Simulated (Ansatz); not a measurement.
Re (hcp, Mg type)

```xyz
2
Lattice="2.7577 0.0000 0.0000 -1.3789 2.3882 0.0000 0.0000 0.0000 4.4625" Properties=species:S:1:pos:R:3 pbc="T T T"
Re     0.0000     1.5922     3.3469
Re     1.3789     0.7961     1.1156
```

The slice is a (-1 1 0 2) plane (indices of the conventional cell) through the point (0.667, 0.333, 0.250) (fractional), spanned by u = [110] and v = [1 -1 1] in vectors of this cell: u (2.76 Å) and v (6.54 Å, at 90° to u). It covers one period; positions are fractions (u, v).

Method: r2SCAN (plane waves to 500 eV, PAW, scalar-relativistic; Ansatz, a first-principles code). k mesh 19×19×11. Inside the PAW spheres the values are not all-electron values, and peaks at nuclei hang on which shells count as valence. Re is run without spin polarisation. Re was relaxed with its symmetry unable to fall. Spin-orbit coupling is left out, though Re is heavy. The PAW data are Ansatz's earlier set.

What is the valence density on the shortest Re–Re line in this plane (2.76 Å), at its midpoint?

0.42 e/Å³.

What is the ELF at the midpoint of the shortest Re–Re line in this plane (2.76 Å)?

0.38.

Sketch the electrostatic potential energy of an electron, from the cell's mean on this plane as a map.


```
v \ u  0.00  0.17  0.33  0.50  0.67  0.83
-----  ----  ----  ----  ----  ----  ----
0.93      x     x  <8.0  12.7  <8.0     x
0.86      x  <8.0  12.5  15.7  12.5  <8.0
0.79   11.3  12.9  15.4  16.4  15.4  12.9
0.71      x  <8.0  12.7  15.2  12.7  <8.0
0.64      x     x  <8.0  13.5  <8.0     x
0.57      x     x  <8.0  13.1  <8.0     x
0.50      x     x   9.6  13.8   9.6     x
0.43    9.2  10.7  11.9  11.7  11.9  10.7
0.36   15.6  14.0   9.5  <8.0   9.5  14.0
0.29   16.5  14.5   9.5  <8.0   9.5  14.5
0.21   13.9  13.8  12.7  11.6  12.7  13.8
0.14      x  <8.0  11.9  14.5  11.9  <8.0
0.07      x     x  <8.0  12.6  <8.0     x
0.00      x     x     x  10.7     x     x
```

Values: electrostatic potential energy of an electron, from the cell's mean, in eV. Points within 1 Å of a nucleus are blanked (x), as the pseudised field means little there. Values under 8 eV are set to 8. The zero, the cell's mean, hangs on the PAW cores.
